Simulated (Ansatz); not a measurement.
The cell below belongs to a search over invented structures; it isn't taken from experiment.

Input and command of a plane-wave DFT calculation in Ansatz:

```yaml
crystal:
  lattice:
    - [4.378083102, 0.0, 0.0]
    - [-2.189041551, 3.7915311862, 0.0]
    - [0.0, 0.0, 14.6912369211]
  atoms:
    - { symbol: Ge, position: [0.0, 0.0, 0.0909241729] }
    - { symbol: Ge, position: [0.0, 0.0, 0.9090758271] }
    - { symbol: Ge, position: [0.3333333333, 0.6666666667, 0.4787941648] }
    - { symbol: Ge, position: [0.6666666667, 0.3333333333, 0.5212058352] }
    - { symbol: Ge, position: [0.3333333333, 0.6666666667, 0.941385584] }
    - { symbol: Ge, position: [0.6666666667, 0.3333333333, 0.058614416] }
    - { symbol: I, position: [0.3333333333, 0.6666666667, 0.3018432027] }
    - { symbol: I, position: [0.6666666667, 0.3333333333, 0.6981567973] }
basis:
  ecutwfc: 500
kpoints:
  mp_grid: { grid: [12, 12, 2] }
  band_path:
    path:
      - [[0.0, 0.0, 0.0], [0.5, 0.0, 0.0], [0.33333333, 0.33333333, 0.0], [0.0, 0.0, 0.0], [0.0, 0.0, 0.5], [0.5, 0.0, 0.5], [0.33333333, 0.33333333, 0.5], [0.0, 0.0, 0.5]]
      - [[0.5, 0.0, 0.5], [0.5, 0.0, 0.0]]
      - [[0.33333333, 0.33333333, 0.5], [0.33333333, 0.33333333, 0.0]]
    npoints: 14
hamiltonian:
  xc: r2scan
scf:
  occupations: { method: gaussian, width: 0.1 }
  n_extra_bands: 20
output:
  forces: true
  stress: true
  eigenvalues: true
  populations: true
  dos: { projected: true, de: 0.02, nscf_kmesh: { grid: [15, 15, 3] } }
  bader: true
```

```bash
ansatz run input.yaml --threads 1 --pin off --max-ram 2560MiB --backend cpu --events-out ev --progress --plain --runs-dir out
```

Processor: Arm Neoverse V2, 1 thread, on a host shared with other jobs.

Q: How long does it run, and how much memory does it take?

A: About 5.3 min, peak memory 2 GiB. It solves 79 bands at 38 k points (after reduction by symmetry) with about 6095 plane waves, in 8 SCF iterations.
